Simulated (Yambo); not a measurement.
A G0W0@PBEsol run in Yambo for CsLiBr$_{2}$ (space group P4/nmm, No. 129) (2×2×1 Γ-centred k mesh, bands 3 to 471 and a 8 Ry block in the screening, 471 bands in G with the Bruneval-Gonze terminator, plasmon pole fitted at 27.2 eV) gives these matrix elements, in eV, at the band edges (M → Γ):

| state | E0 | <Vxc> | <Σx> | <Σc(E0)> | Z |
|---|---|---|---|---|---|
| valence edge | 0.000 | -13.134 | -16.658 | 1.657 | 0.817 |
| conduction edge | 4.142 | -7.050 | -3.137 | -3.127 | 0.860 |

Q: Solve the linearised quasiparticle equation for both states, give the gap, and say how exchange and correlation each act on it.

A: E = E0 + Z(Σx + Σc − Vxc). Valence: 0.000 + 0.817 × (-16.658 + (1.657) − (-13.134)) = -1.53 eV. Conduction: 4.142 + 0.860 × (-3.137 + (-3.127) − (-7.050)) = 4.82 eV. The gap is 6.34 eV, against 4.14 eV in PBEsol. Replacing Vxc by bare exchange alone would open it by 7.44 eV; correlation takes back 4.78 eV of that, and Z scales what is left. Nearest settings tried, and what they do to the gap: 292 bands in W, 292 bands in G: -54 meV; 7 Ry block (543 vectors against 701): -40 meV. Not varied: mesh. So the settings aren't converged at that level. The k mesh is coarse. Spin-orbit splittings are left out.

Geometry of the Materials Project entry, not relaxed at this level; primitive cell a = b = 5.1812 Å, c = 9.9301 Å, α = β = γ = 90.00°.

The structure is a Materials Project entry; no match was found in the copy of COD used, and its stability was not checked.
